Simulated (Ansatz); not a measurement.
# BC: from a guess to a relaxed structure

Computed with DFT PBE, scalar-relativistic, plane waves, PAW (Ansatz 0.2.0). Cutoff 420 eV, Gaussian smearing, Γ-centred meshes. Cell and atoms relax first on a coarse mesh and then on a finer one. In between, the cell is made exact in the group found at 0.06 Å. In metals the finer mesh still leaves noise of several meV/atom or more. The steps can't lower the symmetry of their start. No spin polarisation in the relaxation; trial moments died out in a coarse test.

The guess for BC was made by a generator: 3-, 4-connected net, elements by coordination (I4_122, No. 98). The dimensions are guesses.

Space group I4_122 (No. 98). a = 5.764 Å, b = 5.764 Å, c = 3.401 Å, α = 90.00°, β = 90.00°, γ = 90.00°
| atom | site | symmetry | x | y | z |
| --- | --- | --- | --- | --- | --- |
| B | 8c | 2.. | 0.0000 | 0.0000 | 0.7841 |
| C | 8d | ..2 | 0.6416 | 0.6416 | 0.0000 |

Energies over the elements count from the elements' standard structures at the same level, with no fitted energy shifts.

Problem. Describe the relaxed structure.

Solution. The symmetry stays I4_122 (No. 98). The volume per atom grows by 21.6 %, from 7.1 to 8.6 Å³. The shortest distance goes from 1.47 Å (B–B) to 1.53 Å (C–C). The energy falls by about 0.32 eV/atom (the start's value is from the coarse mesh). Conventional cell: a = 6.338 Å, c = 3.420 Å. Around B lie 2 C at 1.61 Å, 1 B at 1.64 Å and 1 B at 1.78 Å; C has 2 C at 1.53 Å and 2 B at 1.61 Å.

```cif
data_structure
_symmetry_space_group_name_H-M 'I4_122'
_symmetry_Int_Tables_number 98
_cell_length_a 6.3376
_cell_length_b 6.3376
_cell_length_c 3.4204
_cell_angle_alpha 90.000
_cell_angle_beta 90.000
_cell_angle_gamma 90.000
_cell_volume 137.38
loop_
_atom_site_label
_atom_site_type_symbol
_atom_site_symmetry_multiplicity
_atom_site_Wyckoff_symbol
_atom_site_fract_x
_atom_site_fract_y
_atom_site_fract_z
_atom_site_occupancy
B1 B 8 c 0.00000 0.00000 0.75960 1
C1 C 8 d 0.65035 0.65035 0.00000 1
```

Problem. How does it come out in energy, and is it a metal?

Solution. The energy over the elements is +0.97 eV/atom and the gap on the 12×12×12 mesh of the 8-atom cell is 0 eV (a metal).

The separate elements lie lower, so it is unstable against them.

The last run used Gaussian smearing of 0.10 eV. The reference form of C is held partly by dispersion forces, which this level lacks. Symmetry constrained the relaxation, so the result can be a saddle point. In all, the 3 runs took 3 min on 1 thread of Arm Neoverse V2, on a shared host.
